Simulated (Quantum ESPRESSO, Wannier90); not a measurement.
## Tight-binding from DFT: KMgH$_{3}$ (cubic perovskite)

Cell from Materials Project (mp-23737), symmetrised, no further relaxation. COD (Crystallography Open Database) records the formula in this space group. Ideal cubic forms of this type are often high-temperature phases that distort on cooling; symmetry holds the cell here, and its stability was not tested. Level: LDA, no spin polarisation, no spin-orbit coupling; pw.x of Quantum ESPRESSO at 68 Ry with PseudoDojo potentials, 8×8×8 k-points, Wannier90. Density: 8×8×8 mesh, cold smearing 0.01 Ry.

```
begin unit_cell_cart
ang
    3.9881000000    0.0000000000    0.0000000000
    0.0000000000    3.9881000000    0.0000000000
    0.0000000000    0.0000000000    3.9881000000
end unit_cell_cart
mp_grid = 8 8 8
```

**Question.** Which shells of neighbouring k-points and which b-vectors and weights does Wannier90 pick for this cell and mesh?

**Answer.** 
```
 *---------------------------------- K-MESH ----------------------------------*
 +----------------------------------------------------------------------------+
 |                    Distance to Nearest-Neighbour Shells                    |
 |                    ------------------------------------                    |
 |          Shell             Distance (Ang^-1)          Multiplicity         |
 |          -----             -----------------          ------------         |
 |             1                   0.196935                      6            |
 |             2                   0.278509                     12            |
 |             3                   0.341102                      8            |
 |             4                   0.393871                      6            |
 |             5                   0.440361                     24            |
 |             6                   0.482391                     24            |
 |             7                   0.557017                     12            |
 |             8                   0.590806                     30            |
       ... (lines left out)
 +----------------------------------------------------------------------------+
 | The b-vectors are chosen automatically                                     |
 | The following shells are used:                       1                     |
 +----------------------------------------------------------------------------+
 |                        Shell   # Nearest-Neighbours                        |
 |                        -----   --------------------                        |
 |                          1               6                                 |
 +----------------------------------------------------------------------------+
 | Completeness relation is fully satisfied [Eq. (B1), PRB 56, 12847 (1997)]  |
 +----------------------------------------------------------------------------+
 |                  b_k Vectors (Ang^-1) and Weights (Ang^2)                  |
 |                  ----------------------------------------                  |
 |            No.         b_k(x)      b_k(y)      b_k(z)        w_b           |
 |            ---        --------------------------------     --------        |
 |             1         0.000000    0.000000    0.196935    12.892060        |
 |             2         0.000000    0.196935    0.000000    12.892060        |
 |             3         0.196935    0.000000    0.000000    12.892060        |
 |             4         0.000000    0.000000   -0.196935    12.892060        |
 |             5         0.000000   -0.196935    0.000000    12.892060        |
 |             6        -0.196935    0.000000    0.000000    12.892060        |
```
